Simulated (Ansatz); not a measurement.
Bi: reading a single point

```
Bi
1.0
     2.29969    3.98319    0.00000
    -2.29969    3.98319    0.00000
    -2.29969    1.32773    3.99791
Bi
2
Direct
  0.23391 0.53218 0.70173
  0.76609 0.46782 0.29827
```

Method: PBE, no spin polarisation; PAW, plane waves to 420 eV, 10×10×10 Γ-centred mesh, fermi-dirac occupations (width 0.1 eV) (Ansatz 0.2.0), atoms fixed.

Q: What do density and ELF say about some of the short contacts?

A: Bi–Bi at 3.11 Å: least valence density 0.27 e/Å³ and ELF 0.51 there. These are pseudo-fields; inside the PAW spheres they differ from the all-electron ones.

Q: Is there a gap?

A: It is a metal, with about 0.048 states/eV a cell as the mean within 0.25 eV of the Fermi level, mostly Bi p (86 %).

Q: What does the stress say?

A: The pressure is 0.1 GPa (compression positive), so with the atoms held at these fractions the cell is close to zero pressure.

Q: Are the atoms at rest?

A: Nearly at rest: the largest force is 0.035 eV/Å.

Origin: a database entry at a rescaled volume.

Cost: 22 s on 1 thread of Intel(R) Xeon(R) Platinum 8375C CPU @ 2.90GHz (Ice Lake) (shared host), peak memory 0.49 GiB (start from a saved density). The time holds forces, stress, Bader, DOS, ELF.
